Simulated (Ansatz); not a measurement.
SiNi in space group Pmmn (No. 59; Si on 2a, Ni on 2a), PBEsol (plane waves, PAW; program Ansatz), all energies at zero smearing, with the estimated change up to a 700 eV cutoff added, with one set of potentials and settings (totals compare only within such a set). Cell of 4 atoms (2 Si, 2 Ni): -12855.122 eV.

```json
[
 {"element": "Si", "reference phase": "Fd-3m, 2 atoms in the cell", "E (eV/atom)": "-621.4920"},
 {"element": "Ni", "reference phase": "Fm-3m, 1 atoms in the cell, spin-polarised", "E (eV/atom)": "-5804.9762"}
]
```

Formation energy per atom, worked out: (-12855.122 − 2×(-621.4920) − 2×(-5804.9762))/4 = -0.546 eV/atom (-53 kJ per mol of atoms), at 0 K, without zero-point energy or fitted corrections.

The first step of the workflow began from a Materials Project structure, measured or hypothetical; the Crystallography Open Database copy checked does not list it. It is not the phase usual at ambient conditions (space group No. 62). The cell keeps a stress of up to 0.2 GPa. The cell was relaxed with PBEsol under the symmetry of its start; of distortions, only those at the zone centre were tested. The run is not spin-polarised. The references are the lowest solids computed at this level, not always the standard phases.

Potentials: the later of the program's two PAW sets.
